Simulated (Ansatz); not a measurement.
Level of theory: DFT PBE, scalar-relativistic, plane waves, PAW (Ansatz). All cells share a 420 eV cutoff and Γ-centred k meshes spaced at most about 0.3 Å⁻¹ (about 0.25 or finer for metals, 2π included). Collinear spin in cells that started with moments and kept them past the coarse steps, no spin elsewhere.

Each of these unrelaxed guesses is relaxed in cell and atoms within its symmetry. A guess keeps its type if space group and coordination stay and the shape of the cell changes little (axis ratios within about 15 %, angles within 6°); the volume may change.

1. Ba2Sr2Re5

```
CELL_PARAMETERS angstrom
6.09491 0.00000 0.00000
-3.04746 5.27835 0.00000
0.00000 0.00000 6.59865
ATOMIC_POSITIONS crystal
Ba 0.33333 0.66667 0.66117
Ba 0.66667 0.33333 0.33883
Sr 0.33333 0.66667 0.15359
Sr 0.66667 0.33333 0.84641
Re 0.50000 0.00000 0.00000
Re 0.00000 0.50000 0.00000
Re 0.50000 0.50000 0.00000
Re 0.00000 0.00000 0.23592
Re 0.00000 0.00000 0.76408
```

2. CdCuC4N4 (collinear spin from parallel moments)

```
CELL_PARAMETERS angstrom
5.98654 0.00000 0.00000
0.00000 5.98654 0.00000
0.00000 0.00000 5.98654
ATOMIC_POSITIONS crystal
Cd 0.50000 0.50000 0.50000
Cu 0.00000 0.00000 0.00000
C 0.18488 0.18488 0.18488
C 0.18488 0.81512 0.81512
C 0.81512 0.18488 0.81512
C 0.81512 0.81512 0.18488
N 0.29771 0.29771 0.29771
N 0.29771 0.70229 0.70229
N 0.70229 0.29771 0.70229
N 0.70229 0.70229 0.29771
```

3. MgPdC4N4 (collinear spin from parallel moments)

```
CELL_PARAMETERS angstrom
5.98481 0.00000 0.00000
0.00000 5.98481 0.00000
0.00000 0.00000 5.98481
ATOMIC_POSITIONS crystal
Mg 0.50000 0.50000 0.50000
Pd 0.00000 0.00000 0.00000
C 0.18696 0.18696 0.18696
C 0.18696 0.81304 0.81304
C 0.81304 0.18696 0.81304
C 0.81304 0.81304 0.18696
N 0.29983 0.29983 0.29983
N 0.29983 0.70017 0.70017
N 0.70017 0.29983 0.70017
N 0.70017 0.70017 0.29983
```

4. CaSb4

```
CELL_PARAMETERS angstrom
5.11099 0.00000 0.00000
-2.55550 4.42625 0.00000
0.00000 0.00000 6.15786
ATOMIC_POSITIONS crystal
Ca 0.00000 0.00000 0.50000
Sb 0.33333 0.66667 0.50000
Sb 0.66667 0.33333 0.50000
Sb 0.33333 0.66667 0.00000
Sb 0.66667 0.33333 0.00000
```

Task: Which guesses survive the relaxation?

Result: Guesses 2, 3 and 4 keep their type.

```json
{"guess": "1", "kept": "no", "start group": "P-3m1", "end group": "P-3m1", "V start (Å³/atom)": "23.6", "V end": "29.0", "b/a and c/a, end over start": "1.00, 1.99", "nearest neighbours start": "Ba 4, Re 2/11, Sr 3", "nearest neighbours end": "Ba 3, Re 1/8, Sr 9"}
{"guess": "2", "kept": "yes", "start group": "P-43m", "end group": "P-43m", "V start (Å³/atom)": "21.5", "V end": "22.9", "b/a and c/a, end over start": "1.00, 1.00", "nearest neighbours start": "C 1, Cd 4, Cu 4, N 1", "nearest neighbours end": "C 1, Cd 4, Cu 4, N 1"}
{"guess": "3", "kept": "yes", "start group": "P-43m", "end group": "P-43m", "V start (Å³/atom)": "21.4", "V end": "22.5", "b/a and c/a, end over start": "1.00, 1.00", "nearest neighbours start": "C 1, Mg 4, N 1, Pd 4", "nearest neighbours end": "C 1, Mg 4, N 1, Pd 4"}
{"guess": "4", "kept": "yes", "start group": "P6/mmm", "end group": "P6/mmm", "V start (Å³/atom)": "27.9", "V end": "33.6", "b/a and c/a, end over start": "1.00, 0.91", "nearest neighbours start": "Ca 6, Sb 5/8", "nearest neighbours end": "Ca 6, Sb 5/8"}
```

Neighbours count within 15 % of an atom's shortest distance; end groups are read at 0.02 Å (0.05 Å in metals).

These runs have no spin–orbit coupling, which can matter for Re and Sb. In such compounds of Cu a zero gap at this level may well be an artefact, since no Hubbard U is applied. A magnetic state wasn't ruled out in cells without spin, among them Ba2Sr2Re5 P-3m1. Another magnetic order may lie lower. Cells relaxed within their symmetry can be saddle points.

In counts of neighbours, a slash parts the counts of unlike sites.
